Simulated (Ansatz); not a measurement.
Level of theory: DFT PBE, scalar-relativistic, plane waves, PAW in Ansatz 0.2.0. Settings: cutoff 420 eV, Γ-centred meshes spaced at most about 0.3 Å⁻¹, and about 0.25 Å⁻¹ or finer for metals (2π included), Gaussian smearing. No spin polarisation in the final relaxations.

All energies are static (0 K, no zero-point motion).

Two relaxed structures of NaLi5:

A.

```
CELL_PARAMETERS angstrom
5.92177 0.00000 0.00000
-2.96089 5.12841 0.00000
0.00000 0.00000 4.93766
ATOMIC_POSITIONS crystal
Na 0.00000 0.00000 0.00000
Li 0.33333 0.66667 0.00000
Li 0.66667 0.33333 0.00000
Li 0.50000 0.00000 0.50000
Li 0.50000 0.50000 0.50000
Li 0.00000 0.50000 0.50000
```

B.

```
CELL_PARAMETERS angstrom
2.42119 -5.90046 0.00000
2.42119 5.90046 0.00000
0.00000 0.00000 4.82185
ATOMIC_POSITIONS crystal
Na 0.50000 0.50000 0.00000
Li 0.17295 0.82705 0.00000
Li 0.82705 0.17295 0.00000
Li 0.00000 0.00000 0.50000
Li 0.32219 0.67781 0.50000
Li 0.67781 0.32219 0.50000
```

Question: Which would you expect to be lower, and how large is the difference?

Answer: B is lower, by 43 meV/atom. A has the CaCu5 type, space group P6/mmm (No. 191), 25.0 Å³/atom and no gap on its mesh; B has Na and Li ordered on bcc sites, space group Cmmm (No. 65), 23.0 Å³/atom and no gap. Counting all near atoms (those within 1.25 times the shortest distance at each site; a plus sign parts nearer from farther groups; a slash parts the counts of unlike sites), A has Na 6+12, Li 8/6+6 and B has Na 12+2, Li 12/12+2. The denser one is the lower, and pressure would at first widen the difference. In A, Na is surrounded by 6 Li at 3.42 Å and 12 Li at 3.86 Å; Li on a site of symmetry -6m2 is surrounded by 6 Li at 3.00 Å, 3 Na at 3.42 Å and 3 Li at 3.42 Å; around Li on a site of symmetry mmm lie 8 Li at 2.96–3.00 Å and 4 Na at 3.86 Å. In B, around Na lie 8 Li at 3.17–3.20 Å, 4 Li at 3.42 Å and 2 Li at 3.86 Å; Li on a site of symmetry m2m is surrounded by 6 Li at 2.99–3.16 Å, 2 Na at 3.17 Å, 4 Li at 3.42 Å and 1 Na at 3.86 Å; Li on a site of symmetry mmm has 8 Li at 3.16–3.20 Å, 4 Na at 3.42 Å and 2 Li at 3.80 Å; 1 more site not described. Both come from invented guesses.

Cells relaxed within their symmetry can be saddle points. The Cmmm cell of NaLi5 came from shaking the P6/mmm one.
